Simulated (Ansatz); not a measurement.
## Magnetic order of MnF2 (P4_2/mnm)

Computed with Ansatz (plane waves, PAW): LDA+U, U_eff = 4.0 eV (Dudarev form) on Mn d, fully localised double counting, scalar-relativistic datasets, 420 eV, PAW set soft_2 (made for PBE), 4×4×6 mesh, Gaussian smearing of 0.05 eV.

```yaml
crystal:
  lattice:
    - [4.87340, 0.00000, 0.00000]
    - [0.00000, 4.87340, 0.00000]
    - [0.00000, 0.00000, 3.30990]
  atoms:
    - { symbol: Mn, position: [0.00000, 0.00000, 0.00000] }
    - { symbol: Mn, position: [0.50000, 0.50000, 0.50000] }
    - { symbol: F, position: [0.30500, 0.30500, 0.00000] }
    - { symbol: F, position: [0.19500, 0.80500, 0.50000] }
    - { symbol: F, position: [0.69500, 0.69500, 0.00000] }
    - { symbol: F, position: [0.80500, 0.19500, 0.50000] }
```

The structure is that of a cell as deposited in COD, unrelaxed.

Cell and atoms stay fixed; no spin–orbit coupling. The cell holds two magnetic ions, atoms 1 and 2, and the lowest free states with their moments parallel and opposed are compared.

Problem. Which order lies lower, by how much, and what else changes?

Solution. The opposed one, by 7.0 meV/atom (21 meV per magnetic ion). Parallel: gap 2.18 eV, moments Mn 4.21; F 0.08 μB (cell 10.00 μB), pressure -3.4 GPa. Opposed: gap 3.30 eV, moments Mn 4.20, -4.20 μB, pressure -3.9 GPa.

Both states fill the shells alike (parallel: Mn 5↑ 0↓, 5.20 e; opposed: Mn 5↑ 0↓, 5.20 e; Mn 0↑ 5↓, 5.20 e; their occupation matrices agree within 0.15, spins exchanged on the turned ion), so they differ in the order of the moments and not in the filling. A natural orbital (eigenvector of a shell's occupation matrix) is counted as filled above 0.75 (0.9 in a metal) and as partly filled from 0.35 up to that; ↑ and ↓ are the spin channels. The gap is wider by 1.12 eV with opposed moments; with parallel ones the gaps within each spin are 2.18 and 5.94 eV. With spin off the cell lies 1471.5 meV/atom from the lower state (gap zero (metallic)).

In the opposed pattern, atom 1 has 0 of its 2 magnetic neighbours at 3.31 Å, 8 of 8 at 3.82 Å, 0 of 4 at 4.87 Å, 0 of 8 at 5.89 Å turned against it; the energy difference holds only the couplings to turned neighbours.

Problem. The moments are now held at an angle, ending 90° apart (non-collinear spin). What is the energy against the parallel state?

Solution. A Heisenberg form, E(θ) − E(0°) = [E(180°) − E(0°)] (1 − cos θ)/2, gives -42.3 × (1 − cos 89.9°)/2 = -21 meV per cell; the run gave -21 meV. The form holds well.

In the lower state the fixed cell carries a pressure of -3.9 GPa (the cell is larger than this level of theory would relax to); relaxing would change energies and could change the order of close states.

Measured magnetic order: antiferromagnetic, with a Néel temperature of 68 K (quoted in “Elastic and magnetic effects on the infrared phonon spectra of MnF2”, 2009, arxiv:0910.3137). The lowest state here has opposed moments too, though the pattern run needn't be the measured one.

Only these patterns were run; an order that needs another cell may lie lower. At this level the cell was started in 17 ways, of which 1 didn't converge. For metallic states the mesh is coarse, so energy differences carry some meV/atom. The value of U was drawn from a range and not derived for this compound; another value can change gaps, moments and the order of states. A gap on the mesh alone may shrink between mesh points. Site moments are integrated in small spheres and here fall short of the shell's N↑ − N↓.
